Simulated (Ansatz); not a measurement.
This cell of BaTiO3 (cubic perovskite) is off equilibrium:

```yaml
crystal:
  lattice:
    - [4.01946, 0.00000, 0.00000]
    - [0.00000, 4.01946, 0.00000]
    - [0.00000, 0.00000, 4.01946]
  atoms:
    - { symbol: Ba, position: [0.00000, 0.00000, 0.00000] }
    - { symbol: Ti, position: [0.50000, 0.50000, 0.50000] }
    - { symbol: O, position: [0.00000, 0.50000, 0.50000] }
    - { symbol: O, position: [0.50000, 0.50000, 0.00000] }
    - { symbol: O, position: [0.50000, 0.97015, 0.50000] }
```

Level of theory: PBE (plane waves to 420 eV, PAW, scalar-relativistic; Ansatz, a program for electronic structure). k mesh 7×7×7 (Γ-centred), Fermi-Dirac smearing 0.05 eV. E stands for the smeared free energy. Compression counts positive. BaTiO3 is run without spin polarisation. BaTiO3 was relaxed with its symmetry unable to fall. The PAW data are Ansatz's earlier set. This is a high-temperature form of BaTiO3.

What forces act on the atoms (eV/Å, Cartesian)?


```json
[
 {"atom": "Ba1", "Fx": "0.000", "Fy": "-0.149", "Fz": "0.000"},
 {"atom": "Ti2", "Fx": "0.000", "Fy": "0.569", "Fz": "0.000"},
 {"atom": "O3", "Fx": "0.000", "Fy": "-0.533", "Fz": "0.000"},
 {"atom": "O4", "Fx": "0.000", "Fy": "-0.533", "Fz": "0.000"},
 {"atom": "O5", "Fx": "0.000", "Fy": "0.646", "Fz": "0.000"}
]
```

Give the stress tensor in GPa and the pressure.


```
   0.53     0.00     0.00
   0.00     2.01     0.00
   0.00     0.00     0.53
```
The pressure, a third of the trace, is 1.02 GPa.

In it atom 5 sits (0.000, -0.120, 0.000) Å away from its relaxed site. What is its energy relative to the relaxed cell?

34.5 meV/cell.

(A displaced cell: forces are minus the slopes of the energy, force constants its curvatures, and phonons follow from these.)
